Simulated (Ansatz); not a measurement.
## Trial structures of InSbTe3: starts and ends

Level of theory: DFT PBE, scalar-relativistic, plane waves, PAW in Ansatz 0.2.0. Settings: cutoff 420 eV, Γ-centred meshes spaced at most about 0.3 Å⁻¹, and about 0.25 Å⁻¹ or finer for metals (2π included), Gaussian smearing. No spin polarisation in the final relaxations.

Each guess was relaxed in cell and atoms at zero pressure, within the symmetry of its start. All energies are static (0 K, no zero-point motion). Coordination counts Te atoms around In and Sb (those within 1.25 times the shortest such distance or 1.15 times the sum of covalent radii, 1.27 where that leaves under three; a plus sign parts nearer from farther groups; the shortest distance is added where it exceeds 1.18 times the sum of covalent radii).

```
guess     made from  start group  V start (Å³/atom)                 end group  V end (Å³/atom)  coordination at the end  gap on mesh (eV)  E over the lowest end (meV/atom)
    1  Mg3BiSb type         P3m1               39.4                      P3m1             34.1             In 3+3, Sb 6                 0                                 0
    2    KMnF3 type        Pm-3m               27.9  Pm-3m (cubic perovskite)             39.3   In 12 from 4.1 Å, Sb 6                 0                               473
    3   random cell       P6/mmm               34.2                    P6/mmm             40.5   In 6, Sb 12 from 4.3 Å                 0                               696
    4   ZrBRh3 type        Pm-3m               33.9  Pm-3m (cubic perovskite)             35.5   In 6, Sb 12 from 4.0 Å                 0                               731
    5   random cell         Immm               35.9                         ?                ?                        ?                 ?                                 ?
```

Guess 5 as it starts:

```yaml
crystal:
  lattice:
    - [-2.84744, 3.60680, 4.37497]
    - [2.84744, -3.60680, 4.37497]
    - [2.84744, 3.60680, -4.37497]
  atoms:
    - { symbol: In, position: [0.00000, 0.00000, 0.00000] }
    - { symbol: Sb, position: [0.50000, 0.50000, 0.00000] }
    - { symbol: Te, position: [0.70078, 0.20078, 0.50000] }
    - { symbol: Te, position: [0.29922, 0.79922, 0.50000] }
    - { symbol: Te, position: [0.00000, 0.50000, 0.50000] }
```

Problem. Predict the end of this guess and its energy over the lowest end.

Solution. It ends in space group Immm (No. 71), with a = 5.850 Å, b = 6.128 Å, c = 9.793 Å, 35.1 Å³/atom and no gap. It lies 213 meV/atom over the lowest end, above guess 1 and below guess 2. Counting Te atoms around In and Sb, this end has In 2+4, Sb 6 and the lowest (guess 1) has In 3+3, Sb 6. This end holds Te–Te pairs (shortest 2.89 Å); in the lowest (guess 1) the shortest Te–Te distance is 4.21 Å.

```cif
data_structure
_symmetry_space_group_name_H-M 'Immm'
_symmetry_Int_Tables_number 71
_cell_length_a 5.8496
_cell_length_b 6.1283
_cell_length_c 9.7934
_cell_angle_alpha 90.000
_cell_angle_beta 90.000
_cell_angle_gamma 90.000
_cell_volume 351.07
loop_
_atom_site_label
_atom_site_type_symbol
_atom_site_symmetry_multiplicity
_atom_site_Wyckoff_symbol
_atom_site_fract_x
_atom_site_fract_y
_atom_site_fract_z
_atom_site_occupancy
In1 In 2 a 0.00000 0.00000 0.00000 1
Sb1 Sb 2 c 0.50000 0.50000 0.00000 1
Te1 Te 4 j 0.50000 0.00000 0.64780 1
Te2 Te 2 b 0.50000 0.00000 0.00000 1
```

Energies over the elements count from the elements' standard structures at the same level, with no fitted energy shifts.

Problem. Is the lowest end bound against the elements?

Solution. Yes: its formation energy is −0.19 eV/atom. Whether it is stable depends on the other phases of the system, which aren't compared here.

Weakly bound directions are ill-defined at this level, which has no dispersion term (P3m1), and this can change margins and order among such cells. These runs have no spin–orbit coupling, which can matter for Sb and Te. The zero gap of P3m1 may come from the functional, which often closes small gaps, or the cell may be a true semimetal. A magnetic state wasn't ruled out in cells without spin, among them Pm-3m at 39.3 Å³/atom, P6/mmm. The reference form of Te is held partly by dispersion forces, which this level lacks. Cells relaxed within their symmetry can be saddle points. A lower structure may well exist outside this small set. Some structure types and database cells were kept out of the candidates from the start, so a known form may be missing.
